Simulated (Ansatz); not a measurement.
A 4-atom cell of CdSe started from a crystallographic database, relaxed with r2SCAN: 10 runs in Ansatz, each a construction of maximally localised Wannier functions. It is hexagonal, P6_3mc (No. 186); a = 4.341 Å, c = 7.077 Å in the conventional setting, 28.87 Å³ an atom. Cd is surrounded by 4 Se at 2.66 Å; Se is surrounded by 4 Cd at 2.66 Å. (Simulation; spin polarisation is off.)

```yaml
crystal:
  lattice:
    - [4.34072, 0.00000, 0.00000]
    - [-2.17036, 3.75917, 0.00000]
    - [0.00000, 0.00000, 7.07666]
  atoms:
    - { symbol: Cd, position: [0.33333, 0.66667, 0.00452] }
    - { symbol: Cd, position: [0.66667, 0.33333, 0.50452] }
    - { symbol: Se, position: [0.33333, 0.66667, 0.38048] }
    - { symbol: Se, position: [0.66667, 0.33333, 0.88048] }
```

Windows count from the top of the filled bands; a dash means that no such window was set (without an outer window there is no disentanglement). Rows marked drawn have settings drawn at random (some not listed).

```json
{"functional": "PBE", "SCF mesh": "6×6×4", "trial orbitals": "Se s, Se p", "functions": "8", "mesh": "6×6×2", "window (eV)": "–", "frozen (eV)": "–", "settings": "chosen", "Ω total (Å²)": "17.47", "Ω invariant (Å²)": "16.52", "largest spread (Å²)": "2.20", "least projectability": "0.77", "interpolation miss of the model's filled bands (eV, to the nearest computed level)": "0.296"}
{"functional": "PBE", "SCF mesh": "6×6×4", "trial orbitals": "Se s, Se p", "functions": "8", "mesh": "6×6×4", "window (eV)": "–", "frozen (eV)": "–", "settings": "chosen", "Ω total (Å²)": "18.20", "Ω invariant (Å²)": "17.37", "largest spread (Å²)": "2.32", "least projectability": "0.77", "interpolation miss of the model's filled bands (eV, to the nearest computed level)": "0.132"}
{"functional": "PBE", "SCF mesh": "6×6×4", "trial orbitals": "Se p", "functions": "6", "mesh": "6×6×2", "window (eV)": "–", "frozen (eV)": "–", "settings": "chosen", "Ω total (Å²)": "17.61", "Ω invariant (Å²)": "17.04", "largest spread (Å²)": "3.00", "least projectability": "0.75", "interpolation miss of the model's filled bands (eV, to the nearest computed level)": "0.289"}
{"functional": "PBE", "SCF mesh": "6×6×4", "trial orbitals": "Cd d, Se p", "functions": "16", "mesh": "6×6×2", "window (eV)": "–", "frozen (eV)": "–", "settings": "chosen", "Ω total (Å²)": "21.69", "Ω invariant (Å²)": "20.69", "largest spread (Å²)": "2.57", "least projectability": "0.78", "interpolation miss of the model's filled bands (eV, to the nearest computed level)": "0.285"}
{"functional": "PBE", "SCF mesh": "6×6×4", "trial orbitals": "Cd d", "functions": "10", "mesh": "6×6×2", "window (eV)": "–", "frozen (eV)": "–", "settings": "chosen", "Ω total (Å²)": "8.73", "Ω invariant (Å²)": "8.65", "largest spread (Å²)": "1.04", "least projectability": "0.87", "interpolation miss of the model's filled bands (eV, to the nearest computed level)": "0.021"}
{"functional": "r2SCAN", "SCF mesh": "6×6×4", "trial orbitals": "Se s, Se p", "functions": "8", "mesh": "6×6×2", "window (eV)": "–", "frozen (eV)": "–", "settings": "chosen", "Ω total (Å²)": "16.95", "Ω invariant (Å²)": "16.01", "largest spread (Å²)": "2.13", "least projectability": "0.81", "interpolation miss of the model's filled bands (eV, to the nearest computed level)": "0.243"}
{"functional": "r2SCAN", "SCF mesh": "6×6×4", "trial orbitals": "Se p", "functions": "6", "mesh": "6×6×2", "window (eV)": "–", "frozen (eV)": "–", "settings": "chosen", "Ω total (Å²)": "17.00", "Ω invariant (Å²)": "16.53", "largest spread (Å²)": "2.89", "least projectability": "0.79", "interpolation miss of the model's filled bands (eV, to the nearest computed level)": "0.237"}
{"functional": "HSE06", "SCF mesh": "6×6×2", "trial orbitals": "Se s, Se p", "functions": "8", "mesh": "6×6×2", "window (eV)": "–", "frozen (eV)": "–", "settings": "chosen", "Ω total (Å²)": "16.55", "Ω invariant (Å²)": "15.64", "largest spread (Å²)": "2.08", "least projectability": "0.82", "interpolation miss of the model's filled bands (eV, to the nearest computed level)": "–"}
{"functional": "HSE06", "SCF mesh": "6×6×2", "trial orbitals": "Se p", "functions": "6", "mesh": "6×6×2", "window (eV)": "–", "frozen (eV)": "–", "settings": "chosen", "Ω total (Å²)": "16.47", "Ω invariant (Å²)": "16.03", "largest spread (Å²)": "2.80", "least projectability": "0.81", "interpolation miss of the model's filled bands (eV, to the nearest computed level)": "–"}
{"functional": "PBE", "SCF mesh": "6×6×4", "trial orbitals": "Cd d", "functions": "10", "mesh": "2×2×2", "window (eV)": "–", "frozen (eV)": "–", "settings": "drawn", "Ω total (Å²)": "7.52", "Ω invariant (Å²)": "7.46", "largest spread (Å²)": "0.92", "least projectability": "0.87", "interpolation miss of the model's filled bands (eV, to the nearest computed level)": "0.113"}
```

A dash in the last column means that the miss wasn't evaluated.

For Se s, Se p with PBE the spread goes 17.47 Å² (6×6×2), 18.20 Å² (6×6×4): finite differences on a coarse mesh understate it.

The runs are scalar-relativistic, without spin-orbit coupling.
